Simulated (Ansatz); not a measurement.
A metal film that reacts with Si consumes substrate; on a shallow junction the depth consumed per thickness of contact matters as much as the driving force.

NiSi2 serves as the reference. 5 nm of metal is deposited and fully reacted. All products have no gap at this level.

Levels of theory (Ansatz, a plane-wave PAW program, with an older set of its potentials): volume per atom: r²SCAN, relaxed cell; metal volume, Si volume: r²SCAN, the element in its room-temperature structure; ΔH_f: r²SCAN, 0 K, against the elements in the same set-up, no fitted corrections.

Not checked to be the ambient phase: Mo5Si3 (I4/mcm, tI32); ZrSi2 (Cmcm, oS12). No claim is made that these are known or stable phases: NbSi2 (P6₄22, hP9); Hf3Si2 (P4/mbm, tP10). Run without spin polarisation: NiSi, NiSi2. Spin–orbit coupling is left out unless named. No other phase of the formula is at hand at the same level beside Hf3Si2 (P4/mbm, tP10), NbSi2 (P6₄22, hP9), Mo5Si3 (I4/mcm, tI32), ZrSi2 (Cmcm, oS12). ΔH_f counts from the lowest computed solid of each element: Hf (P6_3/mmc), Mo (Im-3m), Nb (Im-3m), Ni (Fm-3m, ferromagnetic), Si (Fd-3m), Zr (P6_3/mmc).

Model: Si consumed = metal thickness × y × V(Si)/V(metal); product = metal thickness × (1 + y) × V/V(metal); ratio = consumed/product; volume change = product/(metal + consumed) − 1.

```csv
crystal,Si atoms per metal atom,V (Å³/atom),V of the metal (Å³/atom),V of Si (Å³/atom),ΔH_f (eV/atom),Si consumed (nm),product thickness (nm),consumed per nm of product,volume change (%)
"NbSi2 (P6₄22, hP9)",2.000,14.56,18.01,20.17,−0.534,11.20,12.13,0.92,−25
NiSi (Pnma),1.000,11.91,10.54,20.17,−0.473,9.57,11.30,0.85,−22
"NiSi2 (Fm-3m), reference",2.000,13.03,10.54,20.17,−0.346,19.14,18.54,1.03,−23
MoSi2 (I4/mmm),2.000,13.36,15.64,20.17,−0.470,12.90,12.81,1.01,−28
"Mo5Si3 (I4/mcm, tI32)",0.600,14.22,15.64,20.17,−0.400,3.87,7.27,0.53,−18
"ZrSi2 (Cmcm, oS12)",2.000,16.76,23.51,20.17,−0.662,8.58,18.17,0.47,34
"Hf3Si2 (P4/mbm, tP10)",0.667,17.95,22.35,20.17,−0.841,3.01,6.69,0.45,−16
```

Q: In one row the value of «product thickness (nm)» was worked out wrongly and carried along the row. Which row, and what follows once it is corrected?

A: The row of ZrSi2 (Cmcm, oS12) shows 18.17. From its own inputs, product thickness: 5 × (1 + 2.000) × 16.76/23.51 = 10.69 nm. Carried on: Si consumed per nm of product: 8.58/10.69 = 0.80; volume change: 100 × (10.69/(5 + 8.58) − 1) = −21 %. The other rows agree with the rules.

With the correction: In order of Si consumed per nm of product, lowest first: Hf3Si2 (P4/mbm, tP10) (0.45 ± 0.014), Mo5Si3 (I4/mcm, tI32) (0.53 ± 0.017), ZrSi2 (Cmcm, oS12) (0.80 ± 0.025), NiSi (0.85 ± 0.027), NbSi2 (P6₄22, hP9) (0.92 ± 0.029), MoSi2 (1.01 ± 0.032) ≈ NiSi2 (1.03 ± 0.033). The ± follows from allowances picked for this note (volume per atom 1 %, 3 % for the model), carried to first order and added in quadrature; ≈ joins neighbours closer than their two ± added in quadrature. 5 of the 6 others clearly beat the reference on this figure.

Which phase forms first is kinetic; barrier heights, resistivities and agglomeration are not treated. Phases over 50 meV/atom above the lowest one at hand were not drawn (by r²SCAN where it compared them, else by the largest value; a layered or molecular lowest phase counts only with a dispersion term); other phases could lie lower still. The rows are a sample and no shortlist: familiar crystals first, some related and some not, whatever their agreement with measurement; tables with many equal figures were not kept. Limits of the draw: ΔH_f under −0.03 eV/atom; for ΔH_f, runs without a dispersion term, no Mn, and elements whose lowest cell is their usual one. As a rule kept out of such tables: 4f compounds, open-shell compounds run without a Hubbard term, cells found unstable in the tests at hand, cells close to a higher symmetry, and runs set to a pressure or over 12 % in volume from the crystal's fullest run.
